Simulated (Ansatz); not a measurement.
Consider the following.

InRh (CsCl type, Pm-3m), a = 3.161 Å, b = 3.161 Å, c = 3.161 Å, α = 90.00°, β = 90.00°, γ = 90.00°.

This is the LDA-relaxed structure.

**Question.** All from the program Ansatz at the LDA level (PAW), unless another level is named. Predict the formation energy from the elements (no fitted shifts).

**Answer.** -0.44 eV/atom.

**Question.** Next, the density of states at the Fermi level?

**Answer.** 0.70 states/eV per atom (mean over ±0.08 eV).

The workflow started from a Materials Project entry (that database holds measured and hypothetical structures alike); the Crystallography Open Database files this formula in space group No. 221, but the cells were not matched. Whether it is the stable phase at ambient conditions was not checked. Symmetry was held in the LDA relaxation. At this level the phase is mechanically unstable. No spin polarisation was allowed. The references are the lowest solids computed at this level, not always the standard phases. Spin–orbit coupling is left out wherever it is not named.

Potentials: the later of the program's two PAW sets.
